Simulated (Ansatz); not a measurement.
Br:
```yaml
crystal:
  lattice:
    - [3.59914, -2.01013, 0.00000]
    - [3.59914, 2.01013, 0.00000]
    - [0.00000, 0.00000, 8.53235]
  atoms:
    - { symbol: Br, position: [0.65438, 0.34562, 0.37989] }
    - { symbol: Br, position: [0.84562, 0.15438, 0.87989] }
    - { symbol: Br, position: [0.15438, 0.84562, 0.12011] }
    - { symbol: Br, position: [0.34562, 0.65438, 0.62011] }
```

This is the PBEsol-relaxed structure. Tensor components refer to the Cartesian frame of this cell.

Question: All from PBEsol in the plane-wave PAW code Ansatz, unless another level is named. Estimate the band gap.

Answer: 1.19 eV (indirect).

Question: Predict the smallest direct gap on the standard path.

Answer: 1.27 eV.

Question: And the conduction-band minimum?

Answer: on the Δ0–Γ line, 82 % of the way from Δ0 (k = -0.062, 0.057, 0.000 in fractions of the reciprocal vectors) (2 equivalent valleys).

Question: Give the valence-band maximum.

Answer: at Γ.

Space group Cmce (molecular I2 type). Symmetry was held in the PBEsol relaxation. The substance is a gas or liquid at ambient conditions; this is its low-temperature solid. A crystal of weakly bound units computed without a dispersion correction: the cell and the soft elastic constants depend strongly on that. Spin–orbit coupling is left out wherever it is not named.

Potentials: the earlier of the program's two PAW sets. The files were generated under PBE; for other functionals the program regenerates the frozen cores, and for LDA and PBEsol the local potential too.
